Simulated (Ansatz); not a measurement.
**Elastic constants of Mg₂ZnN₂: input and output**

All numbers below come from DFT PBE, scalar-relativistic, plane waves, PAW (Ansatz 0.2.0).

It can be run as:
```bash
ansatz run input.yaml --threads 1 --pin off --backend cpu --events-out ev --progress --plain --runs-dir out  # memory cap (--max-ram) not shown
```

Input (bare energies are in eV):
```yaml
crystal:
  lattice:
    - [-1.5790365131, 1.5790365131, 6.1216322237]
    - [1.5790365131, -1.5790365131, 6.1216322237]
    - [1.5790365131, 1.5790365131, -6.1216322237]
  atoms:
    - { symbol: Mg, position: [0.3278634275, 0.3278634275, 0.0] }
    - { symbol: Mg, position: [0.6721365725, 0.6721365725, 0.0] }
    - { symbol: Zn, position: [0.0, 0.0, 0.0] }
    - { symbol: "N", position: [0.1505627605, 0.1505627605, 0.0] }
    - { symbol: "N", position: [0.8494372395, 0.8494372395, 0.0] }
basis:
  ecutwfc: 420
kpoints:
  mp_grid: { grid: [16, 16, 16] }
hamiltonian:
  xc: pbe
scf:
  occupations: { method: fixed }
output:
  forces: true
  stress: true
  eigenvalues: true
elastic:
  mode: relaxed_ion
  stencil: two_point
```

From the output:
```
--- Elastic constants: 4 strain directions × 2 members + reference (group order 16) ---
  dense FFT box of the reference and of every strained cell: 45×45×45
  strains applied: 11, 33, 23, 12; error gains: componentwise 1.00 (the most a stress slope's error grows in a printed constant), spectral 1.41 (1 for all six strains in a standard setting)
  reference relaxed by the batch: 4 steps; max|allowed force component| 5.89e-4 eV/Å at the deck's positions, 4.79e-6 at the last accepted step, 4.81e-6 by the solve of record
  largest displacement 5.7e-5 Å; the constants are those of the deck's cell at these positions:
  atoms:
    - { symbol: Mg, position: [0.3278587885522088, 0.3278587885522088, 1.9629333954812194e-35] }
    - { symbol: Mg, position: [0.6721412114477913, 0.6721412114477913, 3.5828298868977597e-35] }
    - { symbol: Zn, position: [1.937140427294708e-22, 1.9371404272950948e-22, 8.194770485989559e-36] }
    - { symbol: N, position: [0.15056206398980743, 0.15056206398980743, -3.754348338930099e-35] }
    - { symbol: N, position: [0.8494379360101925, 0.8494379360101925, -2.610891992047835e-35] }
  C = ∂σ_k/∂η_j (tension-positive GPa; Voigt order 11 22 33 23 13 12):
       232.193     13.182     45.666      0.000      0.000      0.000
        13.182    232.193     45.666      0.000      0.000      0.000
        45.663     45.663    334.157     -0.000      0.000     -0.000
         0.000      0.000      0.000     32.011      0.000     -0.000
         0.000      0.000      0.000      0.000     32.011      0.000
         0.000      0.000     -0.000     -0.000      0.000     37.360
  reference stress σ⁰ (GPa):     -0.004     -0.004      0.007     -0.000     -0.000     -0.000
  C* (energy form; C + prestress term) asymmetry max|C*_kj − C*_jk| = 8.329e-3 GPa — a small one proves nothing (zero by symmetry where the batch's group is 432, −43m or m−3m); a large one is finite-difference/SCF noise where every solve ...
  moduli (Voigt/Reuss/Hill, GPa): K = 111.95/106.46/109.20   G = 66.55/46.73/56.64   E = 144.86   ν = 0.279
  mechanically stable: yes (min eigenvalue of sym C = 32.01 GPa)
  strain η (Voigt 11):  stress-route row diagonal C_11 = 232.19 GPa, energy-path curvature d²(F+E_count+ΔE)/dδ²/Ω₀ = 232.13 GPa
         δ    σ_11 (GPa) F (eV) n_scf n_hpsi n_pw
    -2.000e-3      -0.4714       -7936.9010097      10  301725   1220   relax 2 steps, max|allowed force component| 2.34e-6 eV/Å
     2.000e-3       0.4573       -7936.9010197      10  301724   1224   relax 2 steps, max|allowed force component| 1.09e-5 eV/Å
  strain η (Voigt 33):  stress-route row diagonal C_33 = 334.16 GPa, energy-path curvature d²(F+E_count+ΔE)/dδ²/Ω₀ = 334.10 GPa
         δ    σ_33 (GPa) F (eV) n_scf n_hpsi n_pw
    -2.000e-3      -0.6674       -7936.9009394      10  171966   1220   relax 3 steps, max|allowed force component| 3.30e-6 eV/Å
     2.000e-3       0.6692       -7936.9009504      11  175222   1228   relax 3 steps, max|allowed force component| 1.04e-5 eV/Å
  strain η (Voigt 23):  stress-route row diagonal C_44 = 32.01 GPa, energy-path curvature d²(F+E_count+ΔE)/dδ²/Ω₀ = 32.05 GPa
         δ    σ_23 (GPa) F (eV) n_scf n_hpsi n_pw
    -2.000e-3      -0.0640       -7936.9011727      10  534917   1222   relax 4 steps, max|allowed force component| 1.89e-5 eV/Å
     2.000e-3       0.0640       -7936.9011727      10  534052   1222   relax 3 steps, max|allowed force component| 3.50e-5 eV/Å
  strain η (Voigt 12):  stress-route row diagonal C_66 = 37.36 GPa, energy-path curvature d²(F+E_count+ΔE)/dδ²/Ω₀ = 37.41 GPa
         δ    σ_12 (GPa) F (eV) n_scf n_hpsi n_pw
    -2.000e-3      -0.0747       -7936.9011627      11  312154   1220   relax 1 steps, max|allowed force component| 1.53e-5 eV/Å
     2.000e-3       0.0747       -7936.9011627      11  312161   1220   relax 1 steps, max|allowed force component| 1.53e-5 eV/Å
```

The cell was built by swapping an element in a database structure (itself possibly hypothetical) and relaxing; it need not be the stable form of this composition.